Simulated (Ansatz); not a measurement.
**Calculated ¹⁷O NMR of the central transition for CO₂**

Cell: an entry of the Crystallography Open Database (COD) (listed for 1.0 GPa), its atoms then relaxed with PBE in this cell.

Space group Pa-3 (No. 205); a = 5.4942 Å.

| site | Wyckoff | site symmetry | x | y | z |
| --- | --- | --- | --- | --- | --- |
| C | 4a | .-3. | 0.0000 | 0.0000 | 0.0000 |
| O | 8c | .3. | 0.1227 | 0.1227 | 0.1227 |

One atom of each set is listed.

The numbers come from a DFT calculation in Ansatz (r2SCAN, plane waves and PAW (field gradients read without the response of the frozen cores, which leaves them typically 4 to 6 % off), scalar-relativistic, 500 eV cutoff, Γ-centred 5×5×5 k-points, Fermi–Dirac smearing 0.02 eV).

¹⁷O has I = 5/2 and Q = -25.58 mb (Pyykkö 2018); at 14.1 T its Larmor frequency is ν₀ = 81.4 MHz. Only the quadrupole interaction is simulated: positions count from each site's isotropic chemical shift, and J coupling is left out, as are shift anisotropy and dipolar coupling, which fast spinning averages.

(1) Give C_Q, η, the quadrupolar product P_Q = |C_Q|(1 + η²/3)^½, the second-order isotropic shift and the breadth of the pattern (fast magic-angle spinning) for each O site.

## Answers

(1) 

| site | first shell | C_Q (MHz) | η | P_Q (MHz) | δ_QIS (ppm) | breadth (kHz) |
| --- | --- | --- | --- | --- | --- | --- |
| O | 1 C at 1.17 Å | -5.01 | 0.00 | 5.01 | -22.7 | 3.96 |

δ_QIS = −(ν_Q²/30ν₀²)[I(I+1) − 3/4](1 + η²/3) × 10⁶ ppm with ν_Q = 3|C_Q|/[2I(2I−1)]; it falls as 1/B₀² in ppm, and the breadth as 1/B₀ in kHz.

An axis of threefold or higher order runs through O, so V_zz lies along it and η is zero.

The largest force is 0.9 eV/Å, so the atoms aren't at the calculated equilibrium and relaxing them would move these values.
